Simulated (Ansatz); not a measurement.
Pt:
```
CELL_PARAMETERS angstrom
      2.60375     0.00000     0.00000
      0.00000     2.60375     0.00000
      0.00000     0.00000     2.60375
ATOMIC_POSITIONS crystal
  Pt 0.00000 0.00000 0.00000
```

Relaxed with r²SCAN. Special points in fractions of this cell's reciprocal vectors: Γ (0.000, 0.000, 0.000); X (0.000, 0.500, 0.000); M (0.500, 0.500, 0.000); R (0.500, 0.500, 0.500).

Problem. List the band energies nearest the Fermi level at these points for plane-wave PAW r²SCAN with spin–orbit coupling (Ansatz code).

Solution. In eV from the Fermi level; about four levels below and three above (degenerate sets whole), none deeper than 8.9 eV; … stands for higher levels left out; points with the same levels are listed once.

| k | below | above |
|---|---|---|
| Γ | -0.14 -0.14 -0.14 -0.14 | 0.85 0.85 … |
| X | -1.89 -1.89 -0.53 -0.53 | 0.49 0.49 … |
| M | -1.94 -1.94 -1.47 -1.47 | 2.06 2.06 3.73 3.73 |
| R | -5.56 -5.56 -5.56 -5.56 -4.86 -4.86 | 2.19 2.19 2.19 2.19 |

Space group Pm-3m (simple cubic). A made-up cell: these elements were put on the sites of a structure type; neither database checked (COD, Materials Project) lists it. It is not the phase usual at ambient conditions (space group No. 225). The r²SCAN relaxation kept the symmetry of its start; its stability against distortions is not shown here. The run is not spin-polarised.

Potentials: the later of the program's two PAW sets.
